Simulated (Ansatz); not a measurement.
### Question
Each is relaxed and computed with plane-wave PAW r²SCAN (Ansatz code). Which alone has a direct gap?
(A) BaNbNO2, P4/mmm (Ba on 1a, Nb on 1d, N on 1c, O on 2e)
(B) Ba2Zn3As2O2, I4/mmm (Pearson symbol tI18)
(C) PNO, I2_12_12_1 (P on 4c, N on 4a, O on 4b)
(D) Li4Nb6O18Zn, P3 (Pearson symbol hP29)

### Answer
A, BaNbNO2, P4/mmm (Ba on 1a, Nb on 1d, N on 1c, O on 2e). BaNbNO2: gap 0.23 eV (direct); PNO: gap 5.81 eV (indirect); Li4Nb6O18Zn: gap 3.60 eV (indirect); Ba2Zn3As2O2: gap 0.65 eV (indirect). Typed or built starts, not in the databases checked: Li4Nb6O18Zn, P3 (Pearson symbol hP29). Standing as an ambient phase not checked: BaNbNO2, P4/mmm (Ba on 1a, Nb on 1d, N on 1c, O on 2e); PNO, I2_12_12_1 (P on 4c, N on 4a, O on 4b); Ba2Zn3As2O2, I4/mmm (Pearson symbol tI18). Perhaps ordered models of mixed-site phases: BaNbNO2, P4/mmm (Ba on 1a, Nb on 1d, N on 1c, O on 2e). Unstable at this level: BaNbNO2, P4/mmm (Ba on 1a, Nb on 1d, N on 1c, O on 2e). All cells were relaxed under the symmetry of their starts (and spin orders); stability against distortions was not tested throughout. Rows with no word on spin ran without spin polarisation. Scalar-relativistic: spin–orbit coupling is off unless named, which matters more the heavier the elements.

Potentials: the later of the program's two PAW sets.
